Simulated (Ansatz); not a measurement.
## Is this MoW₂C₄ structure a true minimum?

It was reached by relaxing an invented guess, and it needn't be the stable form of this composition.

All numbers below come from DFT PBE, scalar-relativistic, plane waves, PAW (Ansatz). Cutoff 420 eV; k points 8×8×8 on the computed 7-atom cell (Γ-centred); Gaussian smearing, width 0.10 eV; no spin polarisation.

The cell below (7 atoms, space group P4/mmm (No. 123)) is relaxed within its symmetry.

```yaml
crystal:
  lattice:
    - [4.29019, 0.00000, 0.00000]
    - [0.00000, 4.29019, 0.00000]
    - [0.00000, 0.00000, 4.27874]
  atoms:
    - { symbol: Mo, position: [0.50000, 0.50000, 0.00000] }
    - { symbol: W, position: [0.00000, 0.50000, 0.50000] }
    - { symbol: W, position: [0.50000, 0.00000, 0.50000] }
    - { symbol: C, position: [0.00000, 0.50000, 0.00000] }
    - { symbol: C, position: [0.50000, 0.00000, 0.00000] }
    - { symbol: C, position: [0.00000, 0.00000, 0.50000] }
    - { symbol: C, position: [0.50000, 0.50000, 0.50000] }
```

For the test it was strained at random (σ = 1.5 % a component), the atoms were moved at random (σ = 0.10 Å), and all was relaxed again on a coarse 6×6×6 mesh (in the run’s order of axes) with 0.20 eV smearing, with no symmetry imposed.

Spin–orbit coupling, which can matter for W, is left out.

Problem. Does it come back?

Solution. It returns, within 1 meV/atom of the unmoved cell on that mesh and with the same symmetry when read at 0.1 Å. So it is stable against the distortions that fit this cell and that this random move excites. Modes that don't fit the cell aren't tested.
